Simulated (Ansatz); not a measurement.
K₂Au₃:
```
CELL_PARAMETERS angstrom
     -2.41765     2.72553     5.00296
      2.41765    -2.72553     5.00296
      2.41765     2.72553    -5.00296
ATOMIC_POSITIONS crystal
  Au 0.00000 0.00000 0.00000
  Au 0.25349 0.50000 0.75349
  Au 0.74651 0.50000 0.24651
  K  0.69555 0.19555 0.50000
  K  0.30445 0.80445 0.50000
```

Relaxed with PBEsol.

Problem. Tabulate the valence density and the electron localisation function along the shortest Au–Au contact (2.69 Å), plane-wave PAW PBEsol (Ansatz code).

Solution. 

```
distance from Au (Å)  density (e/Å³)   ELF
--------------------  --------------  ----
0.27                           12.10  0.71
0.40                            9.36  0.64
0.54                            6.58  0.57
0.67                            4.18  0.50
0.81                            2.23  0.42
0.94                            1.07  0.34
1.07                            0.65  0.29
1.21                            0.49  0.29
1.34                            0.43  0.30
1.48                            0.49  0.29
1.61                            0.65  0.29
1.75                            1.07  0.34
1.88                            2.23  0.42
2.02                            4.18  0.50
2.15                            6.58  0.57
2.28                            9.36  0.64
2.42                           12.10  0.71
```

The density is the valence pseudo-density with augmentation charge, so density and ELF within about 1 Å of a nucleus are not all-electron values.

Space group Immm. The workflow started from an entry of the Crystallography Open Database (COD). Whether it is the stable phase at ambient conditions was not checked. The PBEsol relaxation kept the symmetry of its start; whether a distortion lowers the energy is not shown. Scalar-relativistic: spin–orbit coupling is off unless named, which matters more the heavier the elements.

Potentials: the later of the program's two PAW sets.
